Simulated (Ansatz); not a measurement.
Relaxing a structure of ScCo

The start is a generated trial cell of ScCo in the AFLOW prototype AB_cP8_198_a_a (B20, as in FeSi). The structure is fully relaxed (lattice and positions, P = 0) with PBEsol (plane waves to 420 eV, PAW, scalar-relativistic; Ansatz, a quantum-chemistry and plane-wave program). The first steps use a coarse 7×7×7 k-mesh.

The start:
```
ScCo
1.0
    4.98803     0.00000     0.00000
    0.00000     4.98803     0.00000
    0.00000     0.00000     4.98803
Sc Co
4 4
Direct
  0.13652   0.13652   0.13652
  0.63652   0.36348   0.86348
  0.86348   0.63652   0.36348
  0.36348   0.86348   0.63652
  0.84240   0.84240   0.84240
  0.34240   0.65760   0.15760
  0.15760   0.34240   0.65760
  0.65760   0.15760   0.34240
```
Spin-polarised start, with parallel moments on Co.

Problem. What pressure does the first self-consistent step give?

Solution. -3.6 GPa (negative: the cell is under tension).

Problem. How does the volume per atom move from start to end?

Solution. -3.6 %, from 15.51 to 14.96 Å³/atom.

Problem. How do the shortest distances between atoms change?

Solution. The closest pairs of elements (up to four, under 3.6 Å), start → end: Co–Sc 2.54 → 2.56 Å; Co–Co 3.09 → 3.04 Å; Sc–Sc 3.06 → 3.07 Å.

Problem. What magnetic moments remain?

Solution. Zero (the starting moments vanished).

Problem. Write out the relaxed structure.

Solution. 
```cif
data_Co4Sc4
_chemical_formula_sum 'Sc4 Co4'
_space_group_name_H-M_alt 'P213'
_space_group_IT_number 198
_space_group_name_Hall 'P 2ac 2ab 3'
_cell_length_a 4.92765
_cell_length_b 4.92765
_cell_length_c 4.92765
_cell_angle_alpha 90.000
_cell_angle_beta 90.000
_cell_angle_gamma 90.000
loop_
_atom_site_label
_atom_site_type_symbol
_atom_site_symmetry_multiplicity
_atom_site_Wyckoff_symbol
_atom_site_fract_x
_atom_site_fract_y
_atom_site_fract_z
_atom_site_occupancy
Sc1 Sc 4 a 0.16631 0.16631 0.16631 1
Co1 Co 4 a 0.84661 0.84661 0.84661 1
```

The space group stays P2₁3 (No. 198) (the run could not lower it); the end is AFLOW prototype AB_cP8_198_a_a (B20, as in FeSi), with 8 atoms in the primitive cell. Final values are on a 10×10×10 k-mesh of the relaxed cell. No spin polarisation in the result: the starting moments vanished. A magnetic state may lie lower.

The run could not lose the symmetry of its start, so the end can be a saddle point.

The relaxed structure here is a generated cell of ScCo: the first start was made by placing the elements on the sites of a structure type, and the end was not matched to a known phase here, so it may be hypothetical.
